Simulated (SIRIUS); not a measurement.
Input and output of a self-consistent single point for CsPbCl₃ (C2, 5 atoms in the cell; from Materials Project mp-675022, changed as shown) (SIRIUS).

All values come from this method and carry its errors: LDA (PW92), GBRV LDA ultrasoft pseudopotentials (plane waves; SIRIUS 7.12.0).

The change in words: atom 2 moved by -0.15 angstrom along x. Reference geometry (R32):
```xyz
5
Lattice="4.0032 2.3112 3.2956 -4.0032 2.3112 3.2956 0.0000 -4.6224 3.2956" Properties=species:S:1:pos:R:3 pbc="T T T"
Cs     0.0000     0.0000     4.9433
Pb     0.0000     0.0000     0.0000
Cl     1.9271    -3.3378     4.9433
Cl     1.9271     3.3378     4.9433
Cl    -3.8542     0.0000     4.9433
```

Reference input (self-consistent single point, DFT, LDA (PW92), plane waves, GBRV LDA ultrasoft pseudopotentials): parameters.ngridk = 6 6 6; parameters.xc_functionals = [XC_LDA_X, XC_LDA_C_PW]; parameters.gk_cutoff = 6.325 1/bohr; parameters.pw_cutoff = 14.143 1/bohr; parameters.smearing = gaussian; parameters.smearing_width = 0.0001 Ha; potentials = GBRV LDA ultrasoft pseudopotentials; parameters.electronic_structure_method = pseudopotential; parameters.num_bands = 26; parameters.num_mag_dims = 0; parameters.num_dft_iter = 100; parameters.energy_tol = 1e-07 Ha. This run's input differs from it in these lines:

```diff
@@ -48,3 +48,3 @@
       "Pb": [
-        [0.0, 0.0, 0.0]
+        [-0.2834555509, -0.0, 0.0]
       ],
```

Log, with long lists cut:

```
[find] density tolerance         : 1e-06
[find] total energy tolerance    : 1e-07
[find] iter_solver_tol (initial) : 0.01
[find] iter_solver_tol (target)  : 1e-13
[find] num_dft_iter              : 100
Charges and magnetic moments
--------------------------------------------------------------------------------
total charge          : 44.000000
[find] | SCF iteration   0 out of 100|
[diagonalize] iterative solver tolerance (occupied, empty): 0.01 0.01
[diagonalize] average number of iterations: 2
[find] Charges and magnetic moments
[find] total charge          : 44.000000
[find] Energy
[find] smearing (-TS)                 :       0.00000000
   [... lines left out ...]

[find] Charges and magnetic moments
[find] total charge          : 44.000000
[find] Energy
[find] smearing (-TS)                 :       0.00000000
[find] Total energy                   :    -163.74543022 (Ha),    -327.49086044 (Ry)
[find] Free energy (E-TS)             :    -163.74543022 (Ha),    -327.49086044 (Ry)
[find] band gap (eV)                  :       1.96750560
[find] Efermi                         :       0.13913981
[find] iteration : 33, RMS (target) : 3.3106e-07 (1.0000e-06) , energy difference (target) : -8.2423e-12 (1.0000e-07)
[find] bands are converged : true
[find] iterative solver converged : false
[find] converged after 34 SCF iterations!
[find] Charges and magnetic moments
[find] total charge          : 44.000000
[find] Energy
[find] smearing (-TS)                 :       0.00000000
[find] Total energy                   :    -163.74543022 (Ha),    -327.49086044 (Ry)
[find] Free energy (E-TS)             :    -163.74543022 (Ha),    -327.49086044 (Ry)
[find] band gap (eV)                  :       1.96750560
[find] Efermi                         :       0.13913981
[ground_state] === stress tensor components [kbar] ===
[ground_state] === stress_total ===
[ground_state]    18.550256    0.000000    0.000000
[ground_state]     0.000000   20.502769   -1.552130
[ground_state]     0.000000   -1.552130   19.923163
[ground_state] ==== total Forces in Ha/bohr =====
[ground_state] atom:    0, force:      -0.0006178      0.0000000      0.0000000
[ground_state] atom:    1, force:       0.0056157      0.0000000      0.0000000
[ground_state] atom:    2, force:      -0.0018947     -0.0007257     -0.0008988
[ground_state] atom:    3, force:      -0.0018947      0.0007257      0.0008988
[ground_state] atom:    4, force:      -0.0012039      0.0000000      0.0000000
```

The run converged in 34 iterations. SIRIUS prints the stress tensor with tension positive. Against the reference run the free energy goes up by 4.1 meV/atom, the pressure goes from -2.12 to -1.97 GPa, the largest force goes from 0.010 to 0.289 eV/Å and the gap on the mesh goes from 1.978 to 1.968 eV.

Spin-orbit coupling is left out, which matters for bands and gaps with elements this heavy. The structure comes from a collection of computed structures, made at another level of theory; the collection holds predicted forms beside known ones.

Cost on one core: around 5 core-minutes (rough).

The gap that the log prints is read on the run's mesh, which can miss the band edges or a crossing.
